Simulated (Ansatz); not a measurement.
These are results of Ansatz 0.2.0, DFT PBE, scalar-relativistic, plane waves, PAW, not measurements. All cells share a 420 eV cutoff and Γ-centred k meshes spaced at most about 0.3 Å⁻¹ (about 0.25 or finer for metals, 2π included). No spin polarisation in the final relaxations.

These are static total energies at zero pressure.

Two forms of BiSbTe2S were relaxed alike.

A.

```yaml
crystal:
  lattice:
    - [4.37124, 0.00000, 0.00000]
    - [0.00000, 4.37124, 0.00000]
    - [0.00000, 0.00000, 10.94407]
  atoms:
    - { symbol: Sb, position: [0.00000, 0.00000, 0.50000] }
    - { symbol: Bi, position: [0.50000, 0.50000, 0.50000] }
    - { symbol: Te, position: [0.50000, 0.50000, 0.21934] }
    - { symbol: Te, position: [0.50000, 0.50000, 0.78066] }
    - { symbol: S, position: [0.50000, 0.50000, 0.00000] }
```

B.

```yaml
crystal:
  lattice:
    - [4.63917, 0.00000, 0.00000]
    - [-2.31959, 4.01764, 0.00000]
    - [0.00000, 0.00000, 11.48909]
  atoms:
    - { symbol: Sb, position: [0.33333, 0.66667, 0.00000] }
    - { symbol: Bi, position: [0.33333, 0.66667, 0.50000] }
    - { symbol: Te, position: [0.33333, 0.66667, 0.25837] }
    - { symbol: Te, position: [0.33333, 0.66667, 0.74163] }
    - { symbol: S, position: [0.66667, 0.33333, 0.00000] }
```

Question: Which would you expect to be lower, and how large is the difference?

Answer: B is lower, by 108 meV/atom. A has space group P4/mmm (No. 123), 41.8 Å³/atom and no gap on its mesh; B has space group P-6m2 (No. 187), 42.8 Å³/atom and no gap. The shortest distance is 2.40 Å (Te–S) in A and 2.68 Å (Sb–S) in B. Even the lower one lies +0.42 eV/atom against the reference forms of the elements (uncorrected), so neither is stable at this level. In A, Sb has 4 Bi at 3.09 Å; Bi has 2 Te at 3.07 Å and 4 Sb at 3.09 Å; Te has 1 S at 2.40 Å and 1 Bi at 3.07 Å; S is surrounded by 2 Te at 2.40 Å. In B, around Sb lie 3 S at 2.68 Å and 2 Te at 2.97 Å; Bi has 2 Te at 2.78 Å; Te is surrounded by 1 Bi at 2.78 Å and 1 Sb at 2.97 Å; around S lie 3 Sb at 2.68 Å. Both come from invented guesses. A third cell relaxed alike, in P3m1, lies 0.35 eV/atom below the lower of the two.

Spin–orbit coupling, which can matter for Bi, Sb and Te, is left out. Cells relaxed within their symmetry can be saddle points.
